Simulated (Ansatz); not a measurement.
LiBr:
```
CELL_PARAMETERS angstrom
      0.00000     2.70550     2.70550
      2.70550     0.00000     2.70550
      2.70550     2.70550     0.00000
ATOMIC_POSITIONS crystal
  Li 0.00000 0.00000 0.00000
  Br 0.50000 0.50000 0.50000
```

x, y and z are the axes in which the lattice vectors are written.

Problem. Give the high-frequency dielectric tensor and the Born effective charge tensors of the independent atoms from DFPT, PBEsol (plane waves, PAW; program Ansatz).

Solution. 
ε∞:
```
3.56  0.00  0.00
0.00  3.56  0.00
0.00  0.00  3.56
```
Z* of atom 1 (Li), rows: field, columns: displacement, in e:
```
1.22  0.00  0.00
0.00  1.22  0.00
0.00  0.00  1.22
```
Z* of atom 2 (Br), rows: field, columns: displacement, in e:
```
-1.22   0.00   0.00
 0.00  -1.22   0.00
 0.00   0.00  -1.22
```

Space group Fm-3m (rock salt). Symmetry was held in the PBEsol relaxation. Scalar-relativistic: spin–orbit coupling is off unless named, which matters more the heavier the elements.

Potentials: the later of the program's two PAW sets.
